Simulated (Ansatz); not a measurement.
# Profile along the N–Ta line in TaN (rock salt)

TaN (rock salt), conventional cell a = b = c = 4.4170 Å, α = β = γ = 90.00°. The calculation uses the primitive cell of 2 atoms, to which meshes and values per cell refer.

Fields along a shortest N–Ta line of a {110} plane (2.21 Å), from N to Ta, interpolated on the slice's grid (step about 0.2 Å). Method: PBE (plane waves to 420 eV, PAW, scalar-relativistic; Ansatz, a quantum-chemistry and plane-wave program). k mesh 18×18×18. Near the nuclei the fields are pseudised (PAW); where an atom keeps semicore shells as valence, they peak there. Spin-orbit coupling is left out, though Ta is heavy. TaN is run without spin polarisation. TaN was relaxed with its symmetry unable to fall. This is a high-temperature form of TaN.

```json
[
 {"distance from N (Å)": "0.00", "valence electron density (e/Å³)": "3.51", "electron localisation function": "x"},
 {"distance from N (Å)": "0.11", "valence electron density (e/Å³)": "3.57", "electron localisation function": "x"},
 {"distance from N (Å)": "0.22", "valence electron density (e/Å³)": "3.58", "electron localisation function": "x"},
 {"distance from N (Å)": "0.33", "valence electron density (e/Å³)": "3.30", "electron localisation function": "x"},
 {"distance from N (Å)": "0.44", "valence electron density (e/Å³)": "2.68", "electron localisation function": "0.69"},
 {"distance from N (Å)": "0.55", "valence electron density (e/Å³)": "1.95", "electron localisation function": "0.79"},
 {"distance from N (Å)": "0.66", "valence electron density (e/Å³)": "1.36", "electron localisation function": "0.80"},
 {"distance from N (Å)": "0.77", "valence electron density (e/Å³)": "0.95", "electron localisation function": "0.74"},
 {"distance from N (Å)": "0.88", "valence electron density (e/Å³)": "0.70", "electron localisation function": "0.56"},
 {"distance from N (Å)": "0.99", "valence electron density (e/Å³)": "0.56", "electron localisation function": "0.33"},
 {"distance from N (Å)": "1.10", "valence electron density (e/Å³)": "0.53", "electron localisation function": "0.16"},
 {"distance from N (Å)": "1.22", "valence electron density (e/Å³)": "0.67", "electron localisation function": "0.16"},
 {"distance from N (Å)": "1.33", "valence electron density (e/Å³)": "1.05", "electron localisation function": "0.29"},
 {"distance from N (Å)": "1.44", "valence electron density (e/Å³)": "1.79", "electron localisation function": "0.51"},
 {"distance from N (Å)": "1.55", "valence electron density (e/Å³)": "2.79", "electron localisation function": "0.66"},
 {"distance from N (Å)": "1.66", "valence electron density (e/Å³)": "3.75", "electron localisation function": "0.69"},
 {"distance from N (Å)": "1.77", "valence electron density (e/Å³)": "4.40", "electron localisation function": "0.61"},
 {"distance from N (Å)": "1.88", "valence electron density (e/Å³)": "4.44", "electron localisation function": "x"},
 {"distance from N (Å)": "1.99", "valence electron density (e/Å³)": "3.96", "electron localisation function": "x"},
 {"distance from N (Å)": "2.10", "valence electron density (e/Å³)": "3.34", "electron localisation function": "x"},
 {"distance from N (Å)": "2.21", "valence electron density (e/Å³)": "3.04", "electron localisation function": "x"}
]
```

x: too close to a nucleus for the ELF to mean much.

Density on the N–Ta line (2.21 Å) at its density minimum, 1.0 Å from N: 0.53 e/Å³. ELF at that point: 0.2.
